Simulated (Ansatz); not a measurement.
**Cd: two-dimensional strain map**

Method: DFT PBE, scalar-relativistic, plane waves, PAW in Ansatz. Cutoff 420 eV, Γ-centred 18×18×8 k-points, Gaussian smearing of 0.15 eV. No spin polarisation. Energies are free energies at this smearing, counted from the undisturbed cell; pressure is positive in compression.

Reference structure (as given, not relaxed at this level; it stands at 2.9 GPa):

```xyz
2
Lattice="2.9789 0.0000 0.0000 -1.4894 2.5798 0.0000 0.0000 0.0000 5.6177" Properties=species:S:1:pos:R:3 pbc="T T T"
Cd    0.0000    1.7199    1.4044
Cd    1.4894    0.8599    4.2132
```

The cell is strained by p along both x and y and by q along z, fractional coordinates fixed. Points are written (p, q).

Energy above the undisturbed cell in meV/atom (a dash: not computed):

| p \ q | -0.050 | -0.025 | 0.000 | 0.025 | 0.050 |
| --- | --- | --- | --- | --- | --- |
| -0.050 | 173.6 | 138.2 | 112.9 | 95.7 | 84.3 |
| -0.025 | 80.4 | 54.7 | 35.8 | 24.1 | 18.2 |
| 0.000 | 27.6 | 10.8 | 0.0 | -6.5 | -8.4 |
| 0.025 | 3.8 | -5.7 | -9.7 | -9.6 | -6.6 |
| 0.050 | -0.6 | -2.5 | -1.1 | 3.9 | 11.6 |

Pressure in GPa:

```csv
p \ q,-0.050,-0.025,0.000,0.025,0.050
-0.050,17.4,15.0,13.0,11.3,9.9
-0.025,10.6,8.7,7.0,5.7,4.7
0.000,5.8,4.2,2.9,1.8,1.0
0.025,2.4,1.2,0.1,-0.7,-1.5
0.050,0.0,-1.0,-1.8,-2.4,-2.9
```